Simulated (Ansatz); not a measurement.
Input and command of a calculation in Ansatz (plane waves; scalar-relativistic PAW potentials unless the input names others):

```yaml
crystal:
  lattice:
    - [2.866903682, 0.0, 0.0]
    - [-1.433451841, 2.4828114189, 0.0]
    - [0.0, 0.0, 26.0224511627]
  atoms:
    - { symbol: Ag, position: [0.6666666667, 0.3333333333, 0.3266410203] }
    - { symbol: Ag, position: [0.3333333333, 0.6666666667, 0.4165947699] }
    - { symbol: Ag, position: [0.0, 0.0, 0.5059423969] }
    - { symbol: Ag, position: [0.6666666667, 0.3333333333, 0.5948341775] }
    - { symbol: O, position: [0.6666666667, 0.3333333333, 0.6705171006] }
basis:
  ecutwfc: 420
kpoints:
  mp_grid: { grid: [12, 12, 1], shift: [0.5, 0.5, 0.0] }
hamiltonian:
  xc: pbesol
scf:
  occupations: { method: gaussian, width: 0.1 }
output:
  forces: true
  eigenvalues: true
efield:
  axis: 3
  dipole_correction: true
  ramp_width: 0.04
```

```bash
ansatz run input.yaml --threads 2 --pin off --max-ram 5120MiB --backend cpu --events-out ev --progress --plain --runs-dir out
```

Abridged log:
```
Warning: crystal.symmetry: narrowed to the stabiliser of the k-point mesh — unitary ops 6 → 2; excluded 4 operations that carry a point of the 12×12×1 mesh (shift [0.5, 0.5, 0]) off the mesh (the run samples exactly the mesh kpoints.mp_grid names, as under crystal.symmetry.detect: false, and its converged state has the mesh's symmetry, not the crystal's; ε∞, the Born charges and the force constants of a linear response (`dielectric:` by the response, `phonons.method: dfpt`) are averaged over those of the crystal's operations that the state keeps within a tolerance, where `mesh_tensors`, `unave ...
Basis set: ecut = 420 eV, 3639 PW (Γ), exchange–correlation on 40×40×360 points (8 copies of the dense FFT grid, shifted against one another)
Bands: 50, of which v1, the nominal top of the filled ones, is band 41 counted from 1 (40 counted from 0)
Symmetry: 2 space group operations
k-points: 42 of 144 (time reversal used)
SCF iter   1: F=—  HF=-30644.423601 eV  |F-HF|=—  |Δ(HF+E_count)|=         —  Δρ=2.24e-2  dr2=4.42e0  ethr=1.77e-3  p=-0.186 e·Å  D=-1.81e-1 V/Å  ΔV_dip=4.72 eV  dr2_dipole=2.03e0  V_vac-E_F(+/−)=8.87/4.15 eV  ⟨swp⟩=10.2  Hψ=9985  notcnv=0  defer=63
efield: sawtooth ramp at fractional position 0.9786 (placed from the atoms, in the widest stretch of the axis that holds none; the zero of the levels goes with the place), width 0.0400; the density the first Hamiltonian is built on has a dipole p = -0.186 e·Å; the dipole correction subtracts the counter field D = -1.81e-1 V/Å, which shifts the + side's vacuum level by +4.72 eV against the − side's; the planar-averaged density in the ramp window peaks in size at 1.0e-5 e/Å³
SCF iter   2: F=—  HF=-30644.380899 eV  |F-HF|=—  |Δ(HF+E_count)|=   4.27e-2  Δρ=1.55e-2  dr2=3.22e-1  ethr=1.77e-3  p=-0.181 e·Å  D=-1.77e-1 V/Å  ΔV_dip=4.60 eV  dr2_dipole=7.01e-2  V_vac-E_F(+/−)=9.22/4.62 eV  ⟨swp⟩=3.0  Hψ=3695  notcnv=0  defer=140
SCF iter   3: F=—  HF=-30644.332825 eV  |F-HF|=—  |Δ(HF+E_count)|=   4.81e-2  Δρ=3.93e-3  dr2=9.10e-2  ethr=3.93e-4  p=-0.183 e·Å  D=-1.79e-1 V/Å  ΔV_dip=4.65 eV  dr2_dipole=2.44e-2  V_vac-E_F(+/−)=9.19/4.54 eV  ⟨swp⟩=2.0  Hψ=3172  notcnv=0  defer=140
SCF iter   4: F=—  HF=-30644.331187 eV  |F-HF|=—  |Δ(HF+E_count)|=   1.64e-3  Δρ=2.23e-3  dr2=2.03e-2  ethr=1.11e-4  p=-0.183 e·Å  D=-1.79e-1 V/Å  ΔV_dip=4.65 eV  dr2_dipole=1.52e-5  V_vac-E_F(+/−)=9.23/4.58 eV  ⟨swp⟩=1.8  Hψ=2322  notcnv=0  defer=140
SCF iter   5: F=—  HF=-30644.329808 eV  |F-HF|=—  |Δ(HF+E_count)|=   1.38e-3  Δρ=1.55e-3  dr2=9.88e-3  ethr=2.47e-5  p=-0.184 e·Å  D=-1.79e-1 V/Å  ΔV_dip=4.67 eV  dr2_dipole=1.00e-7  V_vac-E_F(+/−)=9.25/4.58 eV  ⟨swp⟩=1.8  Hψ=2615  notcnv=0  defer=140
SCF iter   6: F=—  HF=-30644.329136 eV  |F-HF|=—  |Δ(HF+E_count)|=   6.72e-4  Δρ=7.58e-4  dr2=3.63e-3  ethr=1.21e-5  p=-0.184 e·Å  D=-1.80e-1 V/Å  ΔV_dip=4.69 eV  dr2_dipole=8.89e-4  V_vac-E_F(+/−)=9.26/4.57 eV  ⟨swp⟩=2.0  Hψ=2267  notcnv=0  defer=140
SCF iter   7: F=—  HF=-30644.329064 eV  |F-HF|=—  |Δ(HF+E_count)|=   7.23e-5  Δρ=1.89e-4  dr2=1.83e-4  ethr=4.43e-6  p=-0.184 e·Å  D=-1.80e-1 V/Å  ΔV_dip=4.69 eV  dr2_dipole=4.67e-6  V_vac-E_F(+/−)=9.26/4.58 eV  ⟨swp⟩=1.3  Hψ=2077  notcnv=0  defer=137
SCF iter   8: F=—  HF=-30644.329074 eV  |F-HF|=—  |Δ(HF+E_count)|=   9.77e-6  Δρ=1.26e-4  dr2=5.79e-5  ethr=2.23e-7  p=-0.184 e·Å  D=-1.80e-1 V/Å  ΔV_dip=4.68 eV  dr2_dipole=1.47e-5  V_vac-E_F(+/−)=9.25/4.58 eV  ⟨swp⟩=2.7  Hψ=3600  notcnv=0  defer=136
SCF iter   9: F=—  HF=-30644.329114 eV  |F-HF|=—  |Δ(HF+E_count)|=   4.07e-5  Δρ=9.80e-5  dr2=2.21e-5  ethr=7.06e-8  p=-0.184 e·Å  D=-1.80e-1 V/Å  ΔV_dip=4.67 eV  dr2_dipole=7.46e-6  V_vac-E_F(+/−)=9.25/4.57 eV  ⟨swp⟩=2.4  Hψ=3137  notcnv=0  defer=132
SCF iter  10: F=—  HF=-30644.329113 eV  |F-HF|=—  |Δ(HF+E_count)|=   1.30e-6  Δρ=2.59e-5  dr2=1.72e-6  ethr=2.70e-8  p=-0.184 e·Å  D=-1.79e-1 V/Å  ΔV_dip=4.67 eV  dr2_dipole=2.05e-7  V_vac-E_F(+/−)=9.24/4.57 eV  ⟨swp⟩=1.2  Hψ=1997  notcnv=0  defer=132
SCF iter  11: F=—  HF=-30644.329113 eV  |F-HF|=—  |Δ(HF+E_count)|=   2.75e-7  Δρ=1.89e-5  dr2=6.34e-7  ethr=2.10e-9  p=-0.184 e·Å  D=-1.79e-1 V/Å  ΔV_dip=4.67 eV  dr2_dipole=3.41e-9  V_vac-E_F(+/−)=9.24/4.57 eV  ⟨swp⟩=3.2  Hψ=4449  notcnv=0  defer=132
SCF iter  12: F=—  HF=-30644.329113 eV  |F-HF|=—  |Δ(HF+E_count)|=   1.27e-7  Δρ=7.19e-6  dr2=1.00e-7  ethr=7.73e-10  p=-0.184 e·Å  D=-1.79e-1 V/Å  ΔV_dip=4.67 eV  dr2_dipole=1.90e-9  V_vac-E_F(+/−)=9.24/4.57 eV  ⟨swp⟩=2.4  Hψ=3172  notcnv=0  defer=132
SCF iter  13: F=-30644.329113 eV  HF=-30644.329113 eV  |F-HF|=5.18e-9  |Δ(HF+E_count)|=   1.65e-8  Δρ=1.52e-6  dr2=4.51e-9  ethr=1.22e-10  p=-0.184 e·Å  D=-1.79e-1 V/Å  ΔV_dip=4.67 eV  dr2_dipole=2.25e-10  V_vac-E_F(+/−)=9.24/4.57 eV  ⟨swp⟩=16.0  Hψ=10598  notcnv=0
SCF 1 converged in 13 iterations: F = -30644.329113 eV  dr2 = 4.51e-9
SCF converged after 13 iterations
Free energy (F): -30644.329113 eV
Harris-Foulkes:  -30644.329113 eV  (|F-HF|=5.18e-9)
Internal energy: -30644.293646 eV  (E = F + TS)
E sigma→0 (E₀):  -30644.311380 eV
Entropy (-TS):   -0.035467 eV (-7.093 meV/atom)
Fermi energy:    2.321879 eV
Dipole field:    D = -0.179358 V/Å  (p = -0.183596 e·Å, saw-weighted, corrected)
Work function:   Φ+ = 9.2418 eV   Φ− = 4.5745 eV
Levels:          The Fermi level and band energies are counted from a zero that moves with the ramp; work functions are not
--- Forces (eV/Å), atoms counted from 1 ---
  atom   1  Ag     0.00253381    -0.00146289     0.05208415
  atom   2  Ag    -0.00173073     0.00099924    -0.06918985
  atom   3  Ag     0.00306855    -0.00177163    -0.00554136
  atom   4  Ag    -0.00824076     0.00475781     0.00658077
  atom   5  O      0.00436961    -0.00252280     0.01608219
```

Apart from outputs, empty bands and the relaxation, which only the reference makes, the input differs from a reference run on usual settings in kpoints.mp_grid.shift: not typed → [0.5, 0.5, 0.0]. The reference, at the same geometry, ended its own course with largest force 0.081 eV/Å, no gap on the mesh. This run converged in 13 SCF iterations with an energy at zero smearing 0.95 meV/atom above the reference's, largest force 0.069 eV/Å, no gap on the mesh.

Time: 20 s on 2 threads of Arm Neoverse V1, with other jobs on the host, peak memory 0.56 GiB.